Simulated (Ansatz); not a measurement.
The elements of this relaxed trial crystal are hidden behind letters.

```
lattice vectors (Å)
   3.7063    0.0000    0.0000
   0.0000    3.7063    0.0000
   0.0000    0.0000    4.3876
fractional positions
X 0.5000 0.0000 0.6490
X 0.0000 0.5000 0.3510
Z 0.0000 0.0000 0.0000
```

The calculation used DFT PBE, scalar-relativistic, plane waves, PAW in Ansatz 0.2.0. The final run on the 3-atom cell used 420 eV, a Γ-centred 12×12×12 mesh, 0.10 eV smearing and no spin polarisation.

```
Space group                                 : P-4m2 (No. 115)
Conventional cell                           : a = 3.706 Å, c = 4.388 Å
Volume per atom                             : 20.09 Å³
Density                                     : 4.70 g/cm³
Formation energy                            : +0.04 eV/atom
Gap on the 12×12×12 mesh of the 3-atom cell : 0 eV (a metal)
```

Energies are uncorrected and count from the elements' standard states at the same level.

Q: X is a p-block element of period 4 and Z is a p-block element of period 3. Which elements are they?

A: X = Ga, Z = P, so the formula is Ga2P. Density times volume gives a mean mass of 4.70 × 20.09/1.6605 = 56.9 u per atom, and this set has 56.8 u. Among the elements that the hints allow, noble gases aside, only these give it. Ga is surrounded by 2 P at 2.41 Å; P is surrounded by 4 Ga at 2.41 Å.

An odd number of electrons in the primitive cell allows no gap without spin; a larger cell or a magnetic state could open one. The cell is a metal run without spin; a magnetic state may lie lower. A structure relaxed within its symmetry needn't be a true minimum.
